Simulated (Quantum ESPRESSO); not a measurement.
# Mo2Nb4RuSc: finding a planted mistake in a log

Computed values, not a measurement. The program is pw.x of Quantum ESPRESSO 7.5 (plane-wave density functional theory). The cell is made up: eight metal atoms on a hexagonal close-packed lattice, with elements, volume, strain and displacements drawn at random and not relaxed, so it may be unstable or far from any real phase. PseudoDojo standard norm-conserving files set the functional (PBE unless stated); there is no spin polarisation or spin-orbit coupling, the Fermi-Dirac width of 0.25 eV means electrons at about 2900 K, and the masses in the input are unused placeholders. A spin test at this wide smearing found no moment, but such smearing suppresses magnetism that the real alloy may have.

Intended input:

```
&control calculation='scf', pseudo_dir='./dojo.nc.sr.pbe.v0_5.standard.upf', outdir='./o', disk_io='minimal', tprnfor=.true., tstress=.true. /
&system ibrav=0, nat=8, ntyp=4, nbnd=72, ecutwfc=84.00895049, nosym=.true., tot_charge=0,
 occupations='smearing', smearing='fd', degauss=0.0183746611
/
&electrons conv_thr=1.470e-08, electron_maxstep=70, mixing_beta=0.5 /
ATOMIC_SPECIES
Mo 1.0 Mo.upf
Nb 1.0 Nb.upf
Ru 1.0 Ru.upf
Sc 1.0 Sc.upf
CELL_PARAMETERS angstrom
3.0487 0.0379 4.9322
2.9407 0.0051 -4.8674
-2.9575 5.1094 -0.0154
ATOMIC_POSITIONS angstrom
Mo 0.0649 0.0193 -0.0517
Nb -1.5153 2.5529 -0.1478
Nb 2.9294 1.8657 -2.5714
Ru 1.5316 4.2843 -2.5092
Mo 3.0386 0.1335 0.0027
Nb 1.4762 2.5637 -0.0837
Sc 3.0046 1.6812 2.4928
Nb 1.517 4.3665 2.5168
K_POINTS automatic
5 5 5 1 1 1
```

The log is shortened where brackets say so; the opening notice, blank lines, dates and the lines on written files are dropped, and the path of the files is cut. It prints rydbergs, bohrs and kilobars, and counts compression as positive stress. Its total energy is the free energy E - TS of the whole cell.

Log of the intended run:

```
     Program PWSCF v.7.5
     Parallel version (MPI & OpenMP), running on       4 processor cores
     Number of MPI processes:                 4
     Threads/MPI process:                     1
     [start-up lines left out]
     bravais-lattice index     =            0
     lattice parameter (alat)  =      10.9576  a.u.
     unit-cell volume          =    1015.9512 (a.u.)^3
     number of atoms/cell      =            8
     number of atomic types    =            4
     number of electrons       =       107.00
     number of Kohn-Sham states=           72
     kinetic-energy cutoff     =      84.0090  Ry
     charge density cutoff     =     336.0358  Ry
     scf convergence threshold =      1.5E-08
     mixing beta               =       0.5000
     number of iterations used =            8  plain     mixing
     Exchange-correlation= PBE
                           (   1   4   3   4   0   0   0)
     [axes and pseudopotential details left out]
   Cartesian axes
     site n.     atom                  positions (alat units)
         1        Mo     tau(   1) = (   0.0111925   0.0033284  -0.0089161  )
         2        Nb     tau(   2) = (  -0.2613262   0.4402690  -0.0254893  )
         3        Nb     tau(   3) = (   0.5051996   0.3217556  -0.4434595  )
         4        Ru     tau(   4) = (   0.2641373   0.7388635  -0.4327326  )
         5        Mo     tau(   5) = (   0.5240321   0.0230232   0.0004656  )
         6        Nb     tau(   6) = (   0.2545831   0.4421316  -0.0144348  )
         7        Sc     tau(   7) = (   0.5181685   0.2899370   0.4299043  )
         8        Nb     tau(   8) = (   0.2616194   0.7530395   0.4340433  )
     number of k points=    63  Fermi-Dirac smearing, width (Ry)=  0.0184
                       cart. coord. in units 2pi/alat
        k(    1) = (   0.1920437   0.2246399  -0.0028684), wk =   0.0320000
        k(    2) = (   0.1904289   0.4506768  -0.0036071), wk =   0.0320000
     [further k points left out]
     Dense  grid:   105615 G-vectors     FFT dimensions: (  64,  64,  72)
     Estimated max dynamical RAM per process >     414.63 MB
     Estimated total dynamical RAM >       1.54 GB
     Initial potential from superposition of free atoms
     starting charge     106.9844, renormalised to     107.0000
     Starting wfcs are   80 randomized atomic wfcs
     total cpu time spent up to now is       12.9 secs
     per-process dynamical memory:   332.7 Mb
     Self-consistent Calculation
     iteration #  1     ecut=    84.01 Ry     beta= 0.50
     Davidson diagonalization with overlap
     ethr =  1.00E-02,  avg # of iterations =  2.6
     total cpu time spent up to now is       43.0 secs
     total energy              =   -1077.46623168 Ry
     estimated scf accuracy    <       1.72255652 Ry
     iteration #  2     ecut=    84.01 Ry     beta= 0.50
     Davidson diagonalization with overlap
     ethr =  1.61E-03,  avg # of iterations =  8.8
     total cpu time spent up to now is       78.5 secs
     total energy              =   -1077.50818702 Ry
     estimated scf accuracy    <       5.72433038 Ry
     [iterations 3 to 20 left out]
     iteration # 21     ecut=    84.01 Ry     beta= 0.50
     Davidson diagonalization with overlap
     ethr =  1.23E-10,  avg # of iterations =  1.2
     total cpu time spent up to now is      648.9 secs
     total energy              =   -1078.22380465 Ry
     estimated scf accuracy    <       0.00000004 Ry
     iteration # 22     ecut=    84.01 Ry     beta= 0.50
     Davidson diagonalization with overlap
     ethr =  3.62E-11,  avg # of iterations =  2.1
     total cpu time spent up to now is      673.4 secs
     End of self-consistent calculation
     [lines on levels left out]
!    total energy              =   -1078.22380464 Ry
     estimated scf accuracy    <       0.00000001 Ry
     smearing contrib. (-TS)   =      -0.17354681 Ry
     internal energy E=F+TS    =   -1078.05025783 Ry
     The total energy is F=E-TS. E is the sum of the following terms:
     one-electron contribution =    -221.75574179 Ry
     hartree contribution      =     163.77075147 Ry
     xc contribution           =    -195.52040685 Ry
     ewald contribution        =    -824.54486066 Ry
     convergence has been achieved in  22 iterations
     Forces acting on atoms (cartesian axes, Ry/au):
     atom    1 type  1   force =    -0.00192139   -0.01987907    0.02631628
     atom    2 type  2   force =    -0.00684791    0.01412267    0.03894459
     atom    3 type  2   force =     0.00937425    0.01113418    0.00302440
     atom    4 type  3   force =    -0.00472157   -0.00299552   -0.00311901
     atom    5 type  1   force =     0.00728983   -0.01918422   -0.01605428
     atom    6 type  2   force =     0.00738003    0.01698332   -0.00531447
     atom    7 type  4   force =    -0.02390847    0.01574829   -0.03231417
     atom    8 type  2   force =     0.01335524   -0.01592966   -0.01148334
     Total force =     0.081205     Total SCF correction =     0.000140
     Computing stress (Cartesian axis) and pressure
          total   stress  (Ry/bohr**3)                   (kbar)     P=      -84.49
  -0.00055043  -0.00008629   0.00002311          -80.97      -12.69        3.40
  -0.00008629  -0.00080081   0.00002155          -12.69     -117.80        3.17
   0.00002311   0.00002155  -0.00037185            3.40        3.17      -54.70
     init_run     :     12.29s CPU     12.70s WALL (       1 calls)
     electrons    :    650.36s CPU    660.58s WALL (       1 calls)
     forces       :      2.99s CPU      2.99s WALL (       1 calls)
     stress       :     10.32s CPU     10.32s WALL (       1 calls)
     [timing details left out]
     PWSCF        :  11m16.11s CPU  11m26.77s WALL
     JOB DONE.
```

A second run was made from an input with one planted mistake. Its log:

```
     Program PWSCF v.7.5
     Parallel version (MPI & OpenMP), running on       4 processor cores
     Number of MPI processes:                 4
     Threads/MPI process:                     1
     [start-up lines left out]
     bravais-lattice index     =            0
     lattice parameter (alat)  =      11.0748  a.u.
     unit-cell volume          =    1048.9304 (a.u.)^3
     number of atoms/cell      =            8
     number of atomic types    =            4
     number of electrons       =       107.00
     number of Kohn-Sham states=           72
     kinetic-energy cutoff     =      84.0090  Ry
     charge density cutoff     =     336.0358  Ry
     scf convergence threshold =      1.5E-08
     mixing beta               =       0.5000
     number of iterations used =            8  plain     mixing
     Exchange-correlation= PBE
                           (   1   4   3   4   0   0   0)
     [axes and pseudopotential details left out]
   Cartesian axes
     site n.     atom                  positions (alat units)
         1        Mo     tau(   1) = (   0.0111935   0.0033273  -0.0089241  )
         2        Nb     tau(   2) = (  -0.2613234   0.4402655  -0.0254925  )
         3        Nb     tau(   3) = (   0.5051911   0.3217614  -0.4434563  )
         4        Ru     tau(   4) = (   0.2641388   0.7388550  -0.4327235  )
         5        Mo     tau(   5) = (   0.5240289   0.0230183   0.0004607  )
         6        Nb     tau(   6) = (   0.2545834   0.4421254  -0.0144355  )
         7        Sc     tau(   7) = (   0.5181591   0.2899384   0.4299081  )
         8        Nb     tau(   8) = (   0.2616135   0.7530345   0.4340374  )
     number of k points=    63  Fermi-Dirac smearing, width (Ry)=  0.0184
                       cart. coord. in units 2pi/alat
        k(    1) = (   0.1920421   0.2246362  -0.0028661), wk =   0.0320000
        k(    2) = (   0.1904258   0.4506714  -0.0036037), wk =   0.0320000
     [further k points left out]
     Dense  grid:   109177 G-vectors     FFT dimensions: (  72,  64,  72)
     Estimated max dynamical RAM per process >     429.80 MB
     Estimated total dynamical RAM >       1.60 GB
     Initial potential from superposition of free atoms
     starting charge     106.9844, renormalised to     107.0000
     Starting wfcs are   80 randomized atomic wfcs
     total cpu time spent up to now is       11.5 secs
     per-process dynamical memory:   345.0 Mb
     Self-consistent Calculation
     iteration #  1     ecut=    84.01 Ry     beta= 0.50
     Davidson diagonalization with overlap
     ethr =  1.00E-02,  avg # of iterations =  2.6
     total cpu time spent up to now is       38.7 secs
     total energy              =   -1077.44461456 Ry
     estimated scf accuracy    <       1.73499332 Ry
     iteration #  2     ecut=    84.01 Ry     beta= 0.50
     Davidson diagonalization with overlap
     ethr =  1.62E-03,  avg # of iterations =  8.9
     total cpu time spent up to now is       70.9 secs
     total energy              =   -1077.48961470 Ry
     estimated scf accuracy    <       5.63504121 Ry
     [iterations 3 to 18 left out]
     iteration # 19     ecut=    84.01 Ry     beta= 0.50
     Davidson diagonalization with overlap
     ethr =  8.90E-11,  avg # of iterations =  3.0
     total cpu time spent up to now is      505.1 secs
     total energy              =   -1078.20049406 Ry
     estimated scf accuracy    <       0.00000007 Ry
     iteration # 20     ecut=    84.01 Ry     beta= 0.50
     Davidson diagonalization with overlap
     ethr =  6.92E-11,  avg # of iterations =  1.8
     total cpu time spent up to now is      526.7 secs
     End of self-consistent calculation
     [lines on levels left out]
!    total energy              =   -1078.20049406 Ry
     estimated scf accuracy    <          7.4E-09 Ry
     smearing contrib. (-TS)   =      -0.17981590 Ry
     internal energy E=F+TS    =   -1078.02067815 Ry
     The total energy is F=E-TS. E is the sum of the following terms:
     one-electron contribution =    -234.45802319 Ry
     hartree contribution      =     167.52293562 Ry
     xc contribution           =    -195.27462756 Ry
     ewald contribution        =    -815.81096303 Ry
     convergence has been achieved in  20 iterations
     Forces acting on atoms (cartesian axes, Ry/au):
     atom    1 type  1   force =     0.00003589   -0.01748430    0.02399277
     atom    2 type  2   force =    -0.00725090    0.01280896    0.03636515
     atom    3 type  2   force =     0.00871856    0.01340982    0.00266342
     atom    4 type  3   force =    -0.00170040   -0.00480770   -0.00354784
     atom    5 type  1   force =     0.00621144   -0.01606191   -0.01541797
     atom    6 type  2   force =     0.00664601    0.01404186   -0.00538332
     atom    7 type  4   force =    -0.02273337    0.01391619   -0.03011701
     atom    8 type  2   force =     0.01007277   -0.01582292   -0.00855521
     Total force =     0.074626     Total SCF correction =     0.000201
     Computing stress (Cartesian axis) and pressure
          total   stress  (Ry/bohr**3)                   (kbar)     P=     -122.68
  -0.00081068  -0.00008021   0.00002259         -119.25      -11.80        3.32
  -0.00008021  -0.00105142   0.00002228          -11.80     -154.67        3.28
   0.00002259   0.00002228  -0.00063985            3.32        3.28      -94.13
     init_run     :     10.69s CPU     11.14s WALL (       1 calls)
     electrons    :    505.89s CPU    515.27s WALL (       1 calls)
     forces       :      3.04s CPU      3.05s WALL (       1 calls)
     stress       :     10.69s CPU     10.70s WALL (       1 calls)
     [timing details left out]
     PWSCF        :   8m50.64s CPU   9m 0.54s WALL
     JOB DONE.
```

Question: the log repeats what the program read. Compare it with the intended run: what was wrong in the second input?

Answer: the cell and the positions are scaled by a wrong factor. The input lines that differ:

```
- 3.0487 0.0379 4.9322
- 2.9407 0.0051 -4.8674
- -2.9575 5.1094 -0.0154
+ 3.0813 0.0383 4.985
+ 2.9722 0.0052 -4.9195
+ -2.9891 5.1641 -0.0156
- Mo 0.0649 0.0193 -0.0517
- Nb -1.5153 2.5529 -0.1478
- Nb 2.9294 1.8657 -2.5714
- Ru 1.5316 4.2843 -2.5092
- Mo 3.0386 0.1335 0.0027
- Nb 1.4762 2.5637 -0.0837
- Sc 3.0046 1.6812 2.4928
- Nb 1.517 4.3665 2.5168
+ Mo 0.0656 0.0195 -0.0523
+ Nb -1.5315 2.5802 -0.1494
+ Nb 2.9607 1.8857 -2.5989
+ Ru 1.548 4.3301 -2.536
+ Mo 3.0711 0.1349 0.0027
+ Nb 1.492 2.5911 -0.0846
+ Sc 3.0367 1.6992 2.5195
+ Nb 1.5332 4.4132 2.5437
```

|  | intended run | run with the mistake |
| --- | --- | --- |
| free energy (eV) | -14669.982 | -14669.665 |
| entropy term -TS, part of it (eV) | -2.361 | -2.447 |
| pressure (GPa) | -8.45 | -12.27 |
| size of the largest force component (eV/Å) | 1.001 | 0.935 |
| largest change of a force component (eV/Å) |  | 0.084 |
| iterations | 22 | 20 |

For scale, a rerun of the intended cell at a higher cutoff and on a denser mesh moved values by no more than 0.004 eV in energy, 0.03 GPa in stress and 0.004 eV/Å in force, and a second program with other atomic files agreed on that cell to 2 % rms in force and 0.5 GPa in pressure.